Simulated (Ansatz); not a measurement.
An Ansatz run on ZnSe (F-43m) from a database structure left the output below. The cell was relaxed beforehand with r2SCAN.

The cell given to it:
```
Zn Se
1.0
     0.00000    2.83243    2.83243
     2.83243    0.00000    2.83243
     2.83243    2.83243    0.00000
Zn Se
1 1
Direct
  0.00000 0.00000 0.00000
  0.75000 0.75000 0.75000
```

Output, abridged:
```
Pseudopotential: Zn, nc, valence charge 20, recommended cutoff 1142.878222 eV
Pseudopotential: Se, nc, valence charge 16, recommended cutoff 1170.089609 eV
Crystal: 2 atoms, lattice volume = 45.447 Å³
Basis set: ecut = 1170.089609 eV, 4111 PW (Γ)
Bands: 22, of which v1, the nominal top of the filled ones, is band 18 counted from 1 (17 counted from 0)
Symmetry: 24 space group operations
Space group: F-43m (ITA 216)
k-points: 16 of 216 (time reversal used)
preconditioner: auto → none  [insulator: Δε(μ)=0.879 eV  ℏωp=23.4 eV]
Free energy (F): -8987.946400 eV
Fermi energy:    8.409197 eV
--- G₀W₀: contour deformation, 8 samples at zero and on the imaginary axis and 3 off it, 216 q-points, 336 empty bands' worth ---
    ik  band        ε_KS         Σx   Σc(E_QP)       V_xc       Z   E_QP_lin       E_QP  E_QP is
     0    17      8.4092   -21.8170     2.0380   -18.8994  0.7643     7.5029     7.5297  root
     0    18      8.4092   -21.8170     2.0380   -18.8994  0.7643     7.5029     7.5297  root
     0    19      9.7030    -9.7742    -3.9074   -13.8086  0.7927     9.8302     9.8299  root
     0    20     14.2230    -6.9237    -4.5099   -11.6252  0.7738    14.4154    14.4146  root
     1    17      8.1565   -21.3595     2.0760   -18.3897  0.7629     7.2342     7.2627  root
     1    18      8.1565   -21.3595     2.0760   -18.3897  0.7629     7.2342     7.2627  root
     1    19     10.9654    -9.9768    -3.9643   -14.0728  0.7855    11.0976    11.0972  root
     1    20     14.2895    -7.6562    -4.4970   -12.2922  0.7709    14.4291    14.4286  root
     2    17      7.7287   -20.6675     2.1576   -17.5910  0.7600     6.7777     6.8097  root
     2    18      7.7287   -20.6675     2.1576   -17.5910  0.7600     6.7777     6.8097  root
     2    19     11.0957    -8.8503    -4.1088   -13.1303  0.7880    11.2675    11.2669  root
     2    20     14.8973    -7.1390    -4.5855   -11.9082  0.7659    15.0818    15.0810  root
     3    17      7.5408   -20.3547     2.1888   -17.2367  0.7587     6.5780     6.6116  root
     3    18      7.5408   -20.3547     2.1888   -17.2367  0.7587     6.5780     6.6116  root
     3    19     10.9583    -8.9045    -4.0503   -13.1206  0.7892    11.1247    11.1242  root
     3    20     14.8021    -7.1288    -4.4829   -11.7786  0.7684    14.9697    14.9690  root
     4    17      7.7203   -20.7040     2.1657   -17.6243  0.7600     6.7747     6.8063  root
     4    18      7.7203   -20.7040     2.1657   -17.6243  0.7600     6.7747     6.8063  root
     4    19     11.6949   -10.8600    -4.0339   -15.0400  0.7782    11.8414    11.8410  root
     4    20     13.0918    -6.6439    -4.2477   -11.0020  0.7848    13.2024    13.2021  root
     6    17      6.5128   -19.6771     2.4446   -16.2902  0.7490     5.5318     5.5705  root
     6    18      7.1572   -19.8259     2.2739   -16.6076  0.7554     6.1763     6.2129  root
     6    19     12.0602    -9.2047    -4.1797   -13.5635  0.7816    12.2398    12.2392  root
     6    20     14.1818    -7.2121    -4.4013   -11.7187  0.7714    14.2873    14.2870  root
     8    17      6.9605   -19.7067     2.3160   -16.4552  0.7537     5.9885     6.0250  root
     8    18      8.0262   -21.1246     2.0931   -18.1282  0.7621     7.0931     7.1228  root
     8    19     11.9988    -9.7628    -4.3523   -14.3397  0.7774    12.2245    12.2234  root
     8    20     14.1898    -7.8484    -4.3560   -12.3020  0.7734    14.2875    14.2872  root
     9    17      6.6690   -19.1946     2.3958   -15.8389  0.7501     5.6686     5.7092  root
     9    18      6.6690   -19.1946     2.3958   -15.8389  0.7501     5.6686     5.7092  root
     9    19     11.8359    -6.9940    -3.8693   -10.8906  0.7929    11.8632    11.8632  root
     9    20     12.3312    -8.9188    -4.1338   -13.1958  0.7807    12.4749    12.4745  root
    12    17      6.2223   -18.3340     2.4452   -14.9174  0.7454     5.2073     5.2509  root ?
    12    18      6.2223   -18.3340     2.4452   -14.9174  0.7454     5.2073     5.2509  root ?
    12    19     11.3969    -7.0730    -3.6340   -10.6516  0.7964    11.3416    11.3416  root
    12    20     11.8774    -8.9513    -3.9443   -13.0372  0.7856    12.0194    12.0190  root
```

The points are ik 0 = (0, 0, 0) (Γ), ik 1 = (0, 0, 1/6), ik 2 = (0, 0, 1/3), ik 3 = (0, 0, -1/2), ik 4 = (0, 1/6, 1/6), ik 6 = (0, 1/6, -1/2), ik 8 = (0, 1/6, -1/6), ik 9 = (0, 1/3, 1/3), ik 12 = (0, -1/2, -1/2); band 18 is the last filled one.

Problem. What input produced it? Give the YAML.

Solution.
```yaml
crystal:
  # lattice and atoms as above
kpoints:
  mp_grid: { grid: [6, 6, 6] }
hamiltonian:
  xc: pbe
  pseudopotentials: { kind: nc }
scf:
  occupations: { method: fixed }
gw:
  n_empty_bands: 336
  ecut_chi: 220
  qp_bands: [v2, c2]
  qp_kpoints: band_edges
  screening: { model: contour_deformation }
```
The quasiparticle table needs the gw block. The lines shown narrow the functional down without fixing it; this is the one that was run. This is the file that was run; thresholds and some counts can't be read off the log exactly.

It took 54 s on 1 × NVIDIA H100 80GB HBM3 with 4 threads of AMD EPYC 7R13 Processor (Zen 3), with other jobs on the host, load about 3.5 per core; peak host memory 2.2 GiB.

Calculated for a static, non-magnetic cell.

The runs are scalar-relativistic, without spin-orbit coupling.
